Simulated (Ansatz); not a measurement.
Ru (hcp, Mg type)

```yaml
crystal:
  lattice:
    - [2.70456, 0.00000, 0.00000]
    - [-1.35228, 2.34222, 0.00000]
    - [0.00000, 0.00000, 4.26009]
  atoms:
    - { symbol: Ru, position: [0.33333, 0.66667, 0.75000] }
    - { symbol: Ru, position: [0.66667, 0.33333, 0.25000] }
```

The slice is a (0001) plane (indices of the conventional cell) through the point (0.667, 0.333, 0.250) (fractional), spanned by u = [110] and v = [1 -1 0] in vectors of this cell: u (2.70 Å) and v (4.68 Å, at 90° to u). It covers one period; positions are fractions (u, v).

Computed with r2SCAN (plane waves to 500 eV, PAW, scalar-relativistic; Ansatz, a program for electronic structure). k mesh 20×20×11. These are valence fields of a PAW run, semicore shells included where kept as valence: close to a nucleus they are smooth pseudo fields. Ru is run without spin polarisation. Ru was relaxed with its symmetry unable to fall.

Task: What is the ELF at the midpoint of the shortest Ru–Ru line in this plane (2.70 Å)?

Result: 0.31.

Task: What is the valence density on the shortest Ru–Ru line in this plane (2.70 Å), at its midpoint?

Result: 0.38 e/Å³.

Task: Predict the map of the electron localisation function (ELF) on the slice.

Result: 
```
|xxxxxx995511112211115599xxxx|
|xxxx9988440011221100448899xx|
|9999885511001122110011558899|
|5555331100112233221100113355|
|1100000011222222222211000000|
|0000111122110000001122111100|
|1111111100111111111100111111|
|2211000011335566553311000011|
|1100001144889999998844110000|
|110000337799xxxxxx9977330000|
|1100115599xxxxxxxxxx99551100|
|2211116699xxxxxxxxxx99661111|
|2211115599xxxxxxxxxx99551111|
|221100448899xxxxxx9988440011|
|2211001155889999998855110011|
|3322110011335555553311001122|
|2222221100000011000000112222|
|0000112211110000001111221100|
|1111110011111111111111001111|
|6655331100001122110000113355|
|9999884411000011000011448899|
|xxxx9977330000110000337799xx|
|xxxxxx995511001100115599xxxx|
|xxxxxx996611112211116699xxxx|
```
Scale: ten equal steps from 0.21 (start of '0') to 0.68 (end of '9'), in the order '0123456789'. Values: electron localisation function (ELF). The map has 14 points along u (two characters each, u = 0 at the left) and 24 along v (v = 0 in the bottom row). Points within 0.5 Å of a nucleus are blanked (x), as the pseudised field means little there.
